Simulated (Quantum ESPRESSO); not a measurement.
# InGaAlMgSP3: finding a planted mistake in a log

Computed values, not a measurement. The program is pw.x of Quantum ESPRESSO 7.5 (plane-wave density functional theory). The cell is made up: 8 atoms on a zincblende/diamond lattice, with randomly drawn elements, strain and displacements, not relaxed. PseudoDojo standard norm-conserving files (v0.5 for PBE, v0.4.1 for LDA and PBEsol) set the functional; there is no spin polarisation, spin-orbit coupling or dispersion term, and the masses in the input are unused placeholders.

Intended input:

```
&control calculation='scf', pseudo_dir='./dojo.nc.sr.pbe.v0_5.standard.upf', outdir='./o', disk_io='medium', tprnfor=.true., tstress=.true. /
&system ibrav=0, nat=8, ntyp=6, nbnd=36, ecutwfc=84.00895049, nosym=.true., tot_charge=0,
 occupations='smearing', smearing='fd', degauss=0.0018374661
/
&electrons conv_thr=7.350e-09, electron_maxstep=60, /
ATOMIC_SPECIES
Al 1.0 Al.upf
Ga 1.0 Ga.upf
In 1.0 In.upf
Mg 1.0 Mg.upf
P 1.0 P.upf
S 1.0 S.upf
CELL_PARAMETERS angstrom
5.7886 0.0021 0.0292
0.0021 5.6979 -0.0605
0.0292 -0.0605 5.6761
ATOMIC_POSITIONS angstrom
In -0.0097 -0.0319 0.0178
Ga 0.0474 2.8415 2.9354
Al 2.9169 -0.0381 2.8889
Mg 3.0062 2.7707 -0.1176
S 1.4797 1.3936 1.418
P 1.4854 4.2062 4.154
P 4.3731 1.3077 4.3117
P 4.3324 4.3118 1.367
K_POINTS automatic
4 4 4 1 1 1
```

The log is shortened where brackets say so; the opening notice, blank lines, dates and the lines on written files are dropped, and the path of the files is cut. It prints rydbergs, bohrs and kilobars, and counts compression as positive stress.

Log of the intended run:

```
     Program PWSCF v.7.5
     Parallel version (MPI & OpenMP), running on       1 processor cores
     Number of MPI processes:                 1
     Threads/MPI process:                     1
     [start-up lines left out]
     bravais-lattice index     =            0
     lattice parameter (alat)  =      10.9390  a.u.
     unit-cell volume          =    1263.2069 (a.u.)^3
     number of atoms/cell      =            8
     number of atomic types    =            6
     number of electrons       =        60.00
     number of Kohn-Sham states=           36
     kinetic-energy cutoff     =      84.0090  Ry
     charge density cutoff     =     336.0358  Ry
     scf convergence threshold =      7.3E-09
     mixing beta               =       0.7000
     number of iterations used =            8  plain     mixing
     Exchange-correlation= PBE
                           (   1   4   3   4   0   0   0)
     [axes and pseudopotential details left out]
   Cartesian axes
     site n.     atom                  positions (alat units)
         1        In     tau(   1) = (  -0.0016757  -0.0055108   0.0030750  )
         2        Ga     tau(   2) = (   0.0081884   0.4908723   0.5070937  )
         3        Al     tau(   3) = (   0.5038978  -0.0065818   0.4990607  )
         4        Mg     tau(   4) = (   0.5193245   0.4786416  -0.0203155  )
         5        S      tau(   5) = (   0.2556199   0.2407460   0.2449611  )
         6        P      tau(   6) = (   0.2566045   0.7266258   0.7176082  )
         7        P      tau(   7) = (   0.7554580   0.2259067   0.7448511  )
         8        P      tau(   8) = (   0.7484270   0.7448683   0.2361508  )
     number of k points=    32  Fermi-Dirac smearing, width (Ry)=  0.0018
                       cart. coord. in units 2pi/alat
        k(    1) = (   0.1243083   0.1283069   0.1282072), wk =   0.0625000
        k(    2) = (   0.1230211   0.1310149   0.3832010), wk =   0.0625000
     [further k points left out]
     Dense  grid:   131423 G-vectors     FFT dimensions: (  64,  64,  64)
     Estimated max dynamical RAM per process >     180.54 MB
     Initial potential from superposition of free atoms
     starting charge      59.9897, renormalised to      60.0000
     Starting wfcs are   43 randomized atomic wfcs
     total cpu time spent up to now is       25.2 secs
     per-process dynamical memory:   112.6 Mb
     Self-consistent Calculation
     iteration #  1     ecut=    84.01 Ry     beta= 0.70
     Davidson diagonalization with overlap
     ethr =  1.00E-02,  avg # of iterations =  4.2
     Threshold (ethr) on eigenvalues was too large:
     Diagonalizing with lowered threshold
     Davidson diagonalization with overlap
     ethr =  7.57E-04,  avg # of iterations =  1.9
     total cpu time spent up to now is      107.1 secs
     total energy              =    -472.95707445 Ry
     estimated scf accuracy    <       0.45560572 Ry
     iteration #  2     ecut=    84.01 Ry     beta= 0.70
     Davidson diagonalization with overlap
     ethr =  7.59E-04,  avg # of iterations =  2.4
     total cpu time spent up to now is      158.0 secs
     total energy              =    -473.07156055 Ry
     estimated scf accuracy    <       0.15361314 Ry
     [iterations 3 to 8 left out]
     iteration #  9     ecut=    84.01 Ry     beta= 0.70
     Davidson diagonalization with overlap
     ethr =  4.73E-10,  avg # of iterations =  2.1
     total cpu time spent up to now is      470.1 secs
     total energy              =    -473.10546839 Ry
     estimated scf accuracy    <       0.00000002 Ry
     iteration # 10     ecut=    84.01 Ry     beta= 0.70
     Davidson diagonalization with overlap
     ethr =  2.73E-11,  avg # of iterations =  3.8
     total cpu time spent up to now is      515.1 secs
     End of self-consistent calculation
     [lines on levels left out]
!    total energy              =    -473.10546839 Ry
     estimated scf accuracy    <          3.1E-09 Ry
     smearing contrib. (-TS)   =      -0.00000000 Ry
     internal energy E=F+TS    =    -473.10546839 Ry
     The total energy is F=E-TS. E is the sum of the following terms:
     one-electron contribution =    -258.97503067 Ry
     hartree contribution      =     157.05570465 Ry
     xc contribution           =    -118.58232176 Ry
     ewald contribution        =    -252.60382062 Ry
     convergence has been achieved in  10 iterations
     Forces acting on atoms (cartesian axes, Ry/au):
     atom    1 type  3   force =     0.01020014   -0.01332370   -0.01071464
     atom    2 type  2   force =    -0.04213891    0.00406018   -0.02334920
     atom    3 type  1   force =     0.00978138   -0.01182286   -0.01163192
     atom    4 type  4   force =    -0.03795921    0.04170543    0.03390738
     atom    5 type  6   force =     0.02464466    0.01426978    0.04025293
     atom    6 type  5   force =     0.03561540    0.00079654   -0.00885191
     atom    7 type  5   force =     0.01678529    0.00332927   -0.08123927
     atom    8 type  5   force =    -0.01692875   -0.03901464    0.06162663
     Total force =     0.153988     Total SCF correction =     0.000192
     Computing stress (Cartesian axis) and pressure
          total   stress  (Ry/bohr**3)                   (kbar)     P=        2.26
  -0.00002043  -0.00003911  -0.00006343           -3.00       -5.75       -9.33
  -0.00003911   0.00003380   0.00014496           -5.75        4.97       21.32
  -0.00006343   0.00014496   0.00003267           -9.33       21.32        4.81
     init_run     :     23.60s CPU     24.86s WALL (       1 calls)
     electrons    :    467.30s CPU    489.89s WALL (       1 calls)
     forces       :      6.91s CPU      6.99s WALL (       1 calls)
     stress       :     23.88s CPU     24.95s WALL (       1 calls)
     [timing details left out]
     PWSCF        :   8m42.18s CPU   9m 7.91s WALL
     JOB DONE.
```

A second run was made from an input with one planted mistake. Its log:

```
     Program PWSCF v.7.5
     Parallel version (MPI & OpenMP), running on       1 processor cores
     Number of MPI processes:                 1
     Threads/MPI process:                     1
     [start-up lines left out]
     bravais-lattice index     =            0
     lattice parameter (alat)  =      10.8799  a.u.
     unit-cell volume          =    1242.8266 (a.u.)^3
     number of atoms/cell      =            8
     number of atomic types    =            6
     number of electrons       =        60.00
     number of Kohn-Sham states=           36
     kinetic-energy cutoff     =      84.0090  Ry
     charge density cutoff     =     336.0358  Ry
     scf convergence threshold =      7.3E-09
     mixing beta               =       0.7000
     number of iterations used =            8  plain     mixing
     Exchange-correlation= PBE
                           (   1   4   3   4   0   0   0)
     [axes and pseudopotential details left out]
   Cartesian axes
     site n.     atom                  positions (alat units)
         1        In     tau(   1) = (  -0.0016674  -0.0055060   0.0030743  )
         2        Ga     tau(   2) = (   0.0081808   0.4908836   0.5070889  )
         3        Al     tau(   3) = (   0.5038930  -0.0065829   0.4990644  )
         4        Mg     tau(   4) = (   0.5193340   0.4786384  -0.0203218  )
         5        S      tau(   5) = (   0.2556200   0.2407521   0.2449555  )
         6        P      tau(   6) = (   0.2566101   0.7266334   0.7176189  )
         7        P      tau(   7) = (   0.7554660   0.2259016   0.7448535  )
         8        P      tau(   8) = (   0.7484316   0.7448709   0.2361494  )
     number of k points=    32  Fermi-Dirac smearing, width (Ry)=  0.0018
                       cart. coord. in units 2pi/alat
        k(    1) = (   0.1243090   0.1283070   0.1282089), wk =   0.0625000
        k(    2) = (   0.1230236   0.1310162   0.3832031), wk =   0.0625000
     [further k points left out]
     Dense  grid:   129301 G-vectors     FFT dimensions: (  64,  64,  64)
     Estimated max dynamical RAM per process >     178.06 MB
     Initial potential from superposition of free atoms
     starting charge      59.9897, renormalised to      60.0000
     Starting wfcs are   43 randomized atomic wfcs
     total cpu time spent up to now is       18.0 secs
     per-process dynamical memory:   111.3 Mb
     Self-consistent Calculation
     iteration #  1     ecut=    84.01 Ry     beta= 0.70
     Davidson diagonalization with overlap
     ethr =  1.00E-02,  avg # of iterations =  4.4
     Threshold (ethr) on eigenvalues was too large:
     Diagonalizing with lowered threshold
     Davidson diagonalization with overlap
     ethr =  7.59E-04,  avg # of iterations =  1.9
     total cpu time spent up to now is       85.3 secs
     total energy              =    -472.95634908 Ry
     estimated scf accuracy    <       0.45758524 Ry
     iteration #  2     ecut=    84.01 Ry     beta= 0.70
     Davidson diagonalization with overlap
     ethr =  7.63E-04,  avg # of iterations =  2.4
     total cpu time spent up to now is      116.9 secs
     total energy              =    -473.07110262 Ry
     estimated scf accuracy    <       0.14983944 Ry
     [iterations 3 to 8 left out]
     iteration #  9     ecut=    84.01 Ry     beta= 0.70
     Davidson diagonalization with overlap
     ethr =  4.33E-10,  avg # of iterations =  2.1
     total cpu time spent up to now is      380.7 secs
     total energy              =    -473.10440608 Ry
     estimated scf accuracy    <       0.00000002 Ry
     iteration # 10     ecut=    84.01 Ry     beta= 0.70
     Davidson diagonalization with overlap
     ethr =  2.56E-11,  avg # of iterations =  4.0
     total cpu time spent up to now is      422.2 secs
     End of self-consistent calculation
     [lines on levels left out]
!    total energy              =    -473.10440608 Ry
     estimated scf accuracy    <          2.8E-09 Ry
     smearing contrib. (-TS)   =      -0.00000000 Ry
     internal energy E=F+TS    =    -473.10440608 Ry
     The total energy is F=E-TS. E is the sum of the following terms:
     one-electron contribution =    -256.83682212 Ry
     hartree contribution      =     156.35123579 Ry
     xc contribution           =    -118.64189427 Ry
     ewald contribution        =    -253.97692548 Ry
     convergence has been achieved in  10 iterations
     Forces acting on atoms (cartesian axes, Ry/au):
     atom    1 type  3   force =     0.01143385   -0.01327754   -0.01090837
     atom    2 type  2   force =    -0.04386472    0.00325057   -0.02486678
     atom    3 type  1   force =     0.00935151   -0.01134275   -0.01202483
     atom    4 type  4   force =    -0.03992773    0.04316813    0.03533970
     atom    5 type  6   force =     0.02594501    0.01590146    0.04172029
     atom    6 type  5   force =     0.03747617    0.00031617   -0.00892165
     atom    7 type  5   force =     0.01743140    0.00362690   -0.08438926
     atom    8 type  5   force =    -0.01784549   -0.04164293    0.06405090
     Total force =     0.160595     Total SCF correction =     0.000159
     Computing stress (Cartesian axis) and pressure
          total   stress  (Ry/bohr**3)                   (kbar)     P=       13.04
   0.00005376  -0.00003681  -0.00006736            7.91       -5.42       -9.91
  -0.00003681   0.00010696   0.00015306           -5.42       15.73       22.52
  -0.00006736   0.00015306   0.00010515           -9.91       22.52       15.47
     init_run     :     16.87s CPU     17.86s WALL (       1 calls)
     electrons    :    390.41s CPU    404.20s WALL (       1 calls)
     forces       :      4.93s CPU      4.98s WALL (       1 calls)
     stress       :     17.13s CPU     17.77s WALL (       1 calls)
     [timing details left out]
     PWSCF        :   7m 9.63s CPU   7m25.28s WALL
     JOB DONE.
```

Question: what was wrong in the second input?

Answer: the cell and the positions are scaled by a wrong factor. The input lines that differ, file-writing options aside:

```
- 5.7886 0.0021 0.0292
+ 5.7573 0.0021 0.029
- 0.0021 5.6979 -0.0605
+ 0.0021 5.6671 -0.0602
- 0.0292 -0.0605 5.6761
+ 0.029 -0.0602 5.6454
- In -0.0097 -0.0319 0.0178
+ In -0.0096 -0.0317 0.0177
- Ga 0.0474 2.8415 2.9354
+ Ga 0.0471 2.8262 2.9195
- Al 2.9169 -0.0381 2.8889
+ Al 2.9011 -0.0379 2.8733
- Mg 3.0062 2.7707 -0.1176
+ Mg 2.99 2.7557 -0.117
- S 1.4797 1.3936 1.418
+ S 1.4717 1.3861 1.4103
- P 1.4854 4.2062 4.154
+ P 1.4774 4.1835 4.1316
- P 4.3731 1.3077 4.3117
+ P 4.3495 1.3006 4.2884
- P 4.3324 4.3118 1.367
+ P 4.309 4.2885 1.3596
```

|  | intended run | run with the mistake |
| --- | --- | --- |
| free energy (eV) | -6436.928 | -6436.913 |
| smearing term -TS (eV) | 0.0000 | 0.0000 |
| pressure (GPa) | 0.23 | 1.30 |
| largest force component (eV/Å) | 2.089 | 2.170 |
| largest change of a force component (eV/Å) |  | 0.081 |
| iterations | 10 | 10 |

For scale, a rerun of the intended cell at 1437 eV and a 6 x 6 x 6 mesh moved values by no more than 0.005 eV in energy, 0.02 GPa in stress and 0.007 eV/Å in force.